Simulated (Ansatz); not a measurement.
Here is the system:

Pt (fcc, Cu type)

```
CELL_PARAMETERS angstrom
      0.00000     3.94001     3.94001
      1.97000     1.97000     3.94001
      1.97000     1.97000     0.00000
ATOMIC_POSITIONS crystal
  Pt 0.00000 0.00000 0.00000
  Pt 0.50000 0.00000 0.00000
```

A phonon eigenvector at X = (0.5, 0.5, 0.0) is frozen into this cell: atom i moves by Q times the vector below, so Q is the largest atomic displacement, in Å. The cell is held. It is one choice among 2 degenerate patterns. (q is in reciprocal vectors of the primitive cell; the cell shown is doubled to hold the pattern.)

```csv
atom,x,y,z
Pt1,0.000,1.000,0.000
Pt2,0.000,-1.000,0.000
```

The numbers are results of r2SCAN (plane waves to 500 eV, PAW, scalar-relativistic; Ansatz, a program for electronic structure), not measurements. k mesh 20×20×20 (Γ-centred), Fermi-Dirac smearing 0.05 eV. Energies are smeared free energies. With partly filled bands, energies and forces of such displacements shift with the k mesh and the smearing. Pt is run without spin polarisation. Pt was relaxed with its symmetry unable to fall. Spin-orbit coupling is left out, though Pt is heavy. The PAW data are Ansatz's earlier set. The zero of ΔE is the undisplaced structure.

The scan covers Q from -0.180 to 0.180 Å in 13 points.

Which space group does the distorted structure have?

Cmcm (No. 63), lowered from Fm-3m.

What is the energy change at Q = 0.180 Å?

364 meV/cell.

What harmonic wavenumber does the curvature at Q = 0 give?

126 cm⁻¹.

(For displaced atoms, the force is minus the slope of the energy, and its curvature is a force constant, which sets phonon frequencies.)
